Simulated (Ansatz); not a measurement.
Relaxed-ion elastic tensor of MoRh3 in space group P6_3/mmc (No. 194; Mo on 2c, Rh on 6h) in GPa (Voigt order), the program Ansatz at the PBEsol level (PAW); density 12.18 g/cm³, 13.79 Å³ per atom.

```
516  191  192  0.0  0.0  0.0
191  516  192  0.0  0.0  0.0
192  192  567  0.0  0.0  0.0
0.0  0.0  0.0  134  0.0  0.0
0.0  0.0  0.0  0.0  134  0.0
0.0  0.0  0.0  0.0  0.0  162
```

Q: Is the crystal mechanically stable?

A: Yes: the smallest eigenvalue of C is 134 GPa.

Q: Work out the Voigt, Reuss and Hill averages.

A: K_V = 305, K_R = 305, K_H = 305; G_V = 154, G_R = 152, G_H = 153 GPa.

Q: Give Young's modulus, Poisson's ratio, Pugh's ratio and the universal anisotropy index.

A: E = 9KG/(3K + G) = 394 GPa; ν = 0.29; K/G = 1.99 (ductile by the Pugh limit of 1.75); A_U = 5G_V/G_R + K_V/K_R − 6 = 0.07.

Q: Estimate the sound speeds and the Debye temperature.

A: v_l = √((K + 4G/3)/ρ) = 6470 m/s, v_t = √(G/ρ) = 3550 m/s, mean 3950 m/s; Θ = (h/k)(3n/4πV)^(1/3) v_m = 491 K.

Q: Solve the Christoffel equation for the three sound speeds along x, y, z.

A: Eigenvalues of C_ijkl n_j n_l equal ρv². In km/s, slowest first: x 3.31, 3.65, 6.51; y 3.31, 3.65, 6.51; z 3.31, 3.31, 6.82.

Q: How much does each axis shrink under pressure?

A: Linear compressibilities β_i = Σ_j S_ij (j = 1 to 3): x 1.1, y 1.1, z 0.99 per TPa.

The workflow started from an entry of the Crystallography Open Database (COD). Its standing as an ambient phase is unchecked. Symmetry was held in the PBEsol relaxation; whether a distortion lowers the energy is not shown. The run is not spin-polarised. As this level gives no gap, shear constants depend on the k-mesh and smearing (Fermi–Dirac, 0.1 eV here).

Potentials: the later of the program's two PAW sets.
